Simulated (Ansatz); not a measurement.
# Data sheet: Si (DFT)

Si:
Space group Fd-3m, origin choice 1 (No. 227); a = b = c = 14.6243 Å, α = β = γ = 90.00°

| atom | site | symmetry | x | y | z |
|---|---|---|---|---|---|
| Si | 8a | -43m | 0.0000 | 0.0000 | 0.0000 |
| Si | 32e | .3m | 0.3586 | 0.3586 | 0.3586 |
| Si | 96g | ..m | 0.0585 | 0.0585 | 0.2528 |
(The calculation used a cell of 34 atoms; values per cell refer to that cell.)

Space group Fd-3m (No. 227); conventional cell a = b = c = 14.6243 Å, α = β = γ = 90.00°.

Method: plane-wave PAW PBEsol (Ansatz code). Structure relaxed to zero pressure with the same functional. Other levels are named where they apply.

**Cell and energy**

| Property | Value |
|---|---|
| Volume per atom | 23.00 Å³ |
| Density | 2.03 g/cm³ |

**Electronic structure**

| Item | Value |
|---|---|
| Band gap | 0.43 eV (indirect) |
| Valence-band maximum | at Γ |
| Conduction-band minimum | on the Γ–X line, 95 % of the way from Γ (6 equivalent valleys) |
| Smallest direct gap on the standard path | 0.75 eV |
| Electron effective mass | 0.21, 0.27, 0.27 mₑ (principal values) |
| Hole effective mass, band 1 of 3 at the edge | 2.3 along [100], 0.50 along [110], 0.40 along [111] (mₑ) |
| Hole effective mass, band 2 of 3 at the edge | 0.21 along [100], 0.32 along [110], 0.27 along [111] (mₑ) |
| Hole effective mass, band 3 of 3 at the edge | 0.21 along [100], 0.21 along [110], 0.27 along [111] (mₑ) |
| HSE06 gap on the PBEsol cell | 1.03 eV |

**Mechanics**

| Quantity | Value |
|---|---|
| Bulk modulus (Birch–Murnaghan fit) | 65.5 GPa |
| Pressure derivative B′ | 4.3 |
| Elastic constants (relaxed ions, GPa) | C11 = 107, C12 = 45.2, C44 = 40.6 |
| Mechanical stability | stable (all eigenvalues of C positive) |
| Hill bulk and shear moduli | 65.7 and 36.3 GPa |
| Young's modulus | 91.9 GPa |
| Poisson's ratio | 0.27 |
| Debye temperature from the elastic constants | 493 K |

The first step of the workflow began from a Materials Project structure, measured or hypothetical. Its sites differ from those of the usual phase in this space group: another stacking or structure type. The PBEsol relaxation kept the symmetry of its start; its stability against distortions is not shown here.

Potentials: the later of the program's two PAW sets.
